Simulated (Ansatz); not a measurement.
AlCo$_{3}$B:
```
CELL_PARAMETERS angstrom
      3.72259     0.00000     0.00000
      0.00000     3.72259     0.00000
      0.00000     0.00000     3.72259
ATOMIC_POSITIONS crystal
  Al 0.00000 0.00000 0.00000
  Co 0.00000 0.50000 0.50000
  Co 0.50000 0.00000 0.50000
  Co 0.50000 0.50000 0.00000
  B  0.50000 0.50000 0.50000
```
The run is spin-polarised; directions of the spins, atom by atom: 0 ↑ ↑ ↑ 0.

Relaxed with PBEsol.

Question: Which orbitals make up the states near the Fermi level in PBEsol in the plane-wave PAW code Ansatz?

Answer: Within 0.5 eV of the Fermi level: Co 3d 95 %. Projections are on Löwdin-orthogonalised atomic valence shells; empty p or d shells of many metals are not among them.

Question: Tabulate the density of states.

Answer: States/eV per cell of 5 atoms, in 0.25 eV bins, energy from the Fermi level.

| E (eV) | total | Co 3d | B 2p | Al 3p |
|---|---|---|---|---|
| -7.85 | 0.24 | 0.04 | 0.02 | 0.01 |
| -7.60 | 0.29 | 0.03 | 0.06 | 0.01 |
| -7.35 | 0.56 | 0.04 | 0.15 | 0.02 |
| -7.10 | 0.80 | 0.08 | 0.21 | 0.05 |
| -6.85 | 1.20 | 0.19 | 0.29 | 0.08 |
| -6.60 | 2.55 | 0.75 | 0.42 | 0.13 |
| -6.35 | 2.44 | 0.68 | 0.61 | 0.19 |
| -6.10 | 1.36 | 0.47 | 0.44 | 0.11 |
| -5.85 | 0.92 | 0.33 | 0.32 | 0.08 |
| -5.60 | 0.99 | 0.35 | 0.32 | 0.09 |
| -5.35 | 1.95 | 0.77 | 0.42 | 0.14 |
| -5.10 | 2.38 | 1.03 | 0.50 | 0.16 |
| -4.85 | 2.65 | 1.23 | 0.61 | 0.23 |
| -4.60 | 2.85 | 1.45 | 0.64 | 0.27 |
| -4.35 | 2.55 | 1.42 | 0.67 | 0.12 |
| -4.10 | 2.83 | 1.71 | 0.77 | 0.09 |
| -3.85 | 2.78 | 1.79 | 0.71 | 0.08 |
| -3.60 | 3.74 | 2.59 | 0.69 | 0.24 |
| -3.35 | 4.61 | 3.24 | 0.41 | 0.66 |
| -3.10 | 5.06 | 3.68 | 0.14 | 0.95 |
| -2.85 | 8.28 | 6.26 | 0.24 | 1.45 |
| -2.60 | 7.78 | 5.78 | 0.39 | 1.36 |
| -2.35 | 4.77 | 3.63 | 0.37 | 0.58 |
| -2.10 | 4.66 | 4.23 | 0.15 | 0.13 |
| -1.85 | 4.02 | 3.79 | 0.03 | 0.05 |
| -1.60 | 6.82 | 6.39 | 0.05 | 0.15 |
| -1.35 | 7.94 | 7.37 | 0.08 | 0.14 |
| -1.10 | 7.88 | 7.35 | 0.10 | 0.09 |
| -0.85 | 8.75 | 8.28 | 0.13 | 0.07 |
| -0.60 | 9.20 | 8.83 | 0.11 | 0.04 |
| -0.35 | 8.38 | 8.05 | 0.07 | 0.05 |
| -0.10 | 3.48 | 3.36 | 0.01 | 0.03 |
| 0.15 | 2.42 | 2.33 | 0.02 | 0.05 |
| 0.40 | 3.10 | 2.80 | 0.07 | 0.17 |
| 0.65 | 2.50 | 1.87 | 0.19 | 0.30 |
| 0.90 | 2.92 | 2.13 | 0.25 | 0.36 |
| 1.15 | 2.70 | 1.81 | 0.32 | 0.35 |
| 1.40 | 1.84 | 1.08 | 0.31 | 0.27 |
| 1.65 | 1.54 | 0.83 | 0.31 | 0.23 |
| 1.90 | 1.32 | 0.65 | 0.31 | 0.19 |
| 2.15 | 1.03 | 0.48 | 0.29 | 0.13 |
| 2.40 | 0.70 | 0.31 | 0.20 | 0.05 |
| 2.65 | 1.51 | 0.60 | 0.42 | 0.08 |
| 2.90 | 2.69 | 1.07 | 0.67 | 0.16 |
| 3.15 | 1.95 | 0.66 | 0.45 | 0.18 |
| 3.40 | 1.68 | 0.50 | 0.38 | 0.23 |
| 3.65 | 1.52 | 0.40 | 0.33 | 0.28 |
| 3.90 | 1.39 | 0.32 | 0.27 | 0.32 |
| 4.15 | 1.34 | 0.28 | 0.25 | 0.35 |
| 4.40 | 1.21 | 0.25 | 0.21 | 0.39 |
| 4.65 | 1.20 | 0.23 | 0.19 | 0.44 |

Space group Pm-3m (anti-perovskite). The start of the workflow was typed in or built on a structure type; neither database checked (COD, Materials Project) lists it. Whether it is the stable phase at ambient conditions was not checked. The cell was relaxed with PBEsol under the symmetry of its start; whether a distortion lowers the energy is not shown. The final state is ferromagnetic, the only order run, not a proven ground state. The volume moved by -17 % from the start of the relaxation.

Potentials: the later of the program's two PAW sets.
